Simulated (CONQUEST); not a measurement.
A self-consistent single point of Ta (Im-3m, 2 atoms in the cell; from Materials Project mp-50) with CONQUEST.

All values come from this method and carry its errors: CONQUEST with LDA (PW92), numerical atomic orbitals double-zeta with polarisation (the shipped basis), PseudoDojo norm-conserving potentials made for LDA.

```yaml
crystal:
  lattice:
    - [3.30986, 0.00000, 0.00000]
    - [0.00000, 3.30986, 0.00000]
    - [0.00000, 0.00000, 3.30986]
  atoms:
    - { symbol: Ta, position: [0.00000, 0.00000, 0.00000] }
    - { symbol: Ta, position: [0.50000, 0.50000, 0.50000] }
```

Reference input (self-consistent single point, DFT, LDA (PW92), numerical atomic orbitals double-zeta with polarisation (the shipped basis), PseudoDojo norm-conserving potentials made for LDA): basis = DZP; Diag.MPMeshX, Y, Z = 6 6 6; potentials = PseudoDojo norm-conserving LDA; Grid.GridCutoff = 140 Ha; DM.SolutionMethod = diagon; Diag.kT = 0.003675 Ha; Diag.GammaCentred = true; minE.SCTolerance = 1.0e-06; SC.MaxIters = 100; SC.LinearMixingFactor = 0.5; SC.KerkerPreCondition = true; SC.KerkerFactor = 0.1 1/bohr. This run's input differs from it in these lines:

```diff
@@ -15,5 +15,5 @@
 Diag.MPMesh                    T
-Diag.MPMeshX                   6
-Diag.MPMeshY                   6
-Diag.MPMeshZ                   6
+Diag.MPMeshX                   7
+Diag.MPMeshY                   7
+Diag.MPMeshZ                   7
 Diag.GammaCentred              T
```

Output, abridged:

```
    new_SC_potl: Starting.  Tolerance:  0.10000E-05

    PulayMixSC: Starting Pulay mixing, A_up =  0.500 A_dn =  0.500
    PulayMixSC: Spin non-polarised calculation.
    PulayMixSC: with Kerker preconditioning, q0 =  0.100
          Harris-Foulkes Energy            :      -130.316180975741162 Ha
          GroundState Energy (E-(1/2)TS)   :      -130.317559470987618 Ha
          Free Energy (E-TS)               :      -130.318937966234103 Ha
          DFT Total Energy                 :      -130.295138367644483 Ha
          Total number of electrons        :        25.999999999999279
   [... lines left out ...]
          Total number of electrons        :        26.000030232307708
    PulayMixSC: Pulay iteration     5 residual:              0.31815E-05
          Harris-Foulkes Energy            :      -130.302179230972712 Ha
          GroundState Energy (E-(1/2)TS)   :      -130.303817158850961 Ha
          Free Energy (E-TS)               :      -130.305455086729211 Ha
          DFT Total Energy                 :      -130.302179230913794 Ha
          Total number of electrons        :        26.000030988346865
    PulayMixSC: Pulay iteration     6 residual:              0.20301E-06
    PulayMixSC: Reached SCF tolerance of  0.20301E-06 after      6 iterations
      | Number of electrons      =        26.000031
      |* band energy as 2Tr[K.H] =       -32.369176316504507 Ha
      |  screened ion-ion energy =       -89.768105778146193 Ha
      |  Ha correction           =         0.792901871765713 Ha
      |  XC correction           =        -8.957800951768764 Ha
      | GS Energy as E-(1/2)TS   =      -130.303817158850961 Ha
      | Free Energy as E-TS      =      -130.305455086729211 Ha
      |* Harris-Foulkes energy   =      -130.302179230972712 Ha
      |* DFT total energy        =      -130.302179230913794 Ha
      |  estimated accuracy      =        -0.000000000058918 Ha

    force: Forces on atoms (Ha/a0)
    force:  Atom   X              Y              Z
   [... lines left out ...]
    force: Maximum force :        0.00000000(Ha/a0) on atom         2 in y direction
   [... lines left out ...]
    force: Force Residual:        0.00000000 Ha/a0
    force: Total stress:         10.55142257     0.00000000     0.00000000 GPa
                             0.00000000    10.55142257     0.00000000
                             0.00000000     0.00000000    10.55142257
    force: Average pressure:    -10.55142257 GPa

    force: Finished force
    get_E_and_F: Change in energy during last step of electronic optimisation: -0.65237E-07
```

The run converged in 6 iterations. CONQUEST prints the stress tensor with tension positive. Against the reference run the free energy goes down by 16.1 meV/atom and the pressure goes from -11.11 to -10.55 GPa.

The program uses no crystal symmetry, so grid and mesh can part values that symmetry would make equal. The atom-centred basis is finite, which shifts total energies and pressures against plane waves. This run is one point of a test of settings, so its values need not be converged; read them against the reference run alone. The structure comes from a collection of computed structures, made at another level of theory; the collection holds predicted forms beside known ones. No clean gap shows at this smearing width and mesh (spacing up to 0.27 Å⁻¹); the mesh is coarse for partly filled bands, so the values carry mesh errors.

Cost on one core: around 40 core-seconds (rough).
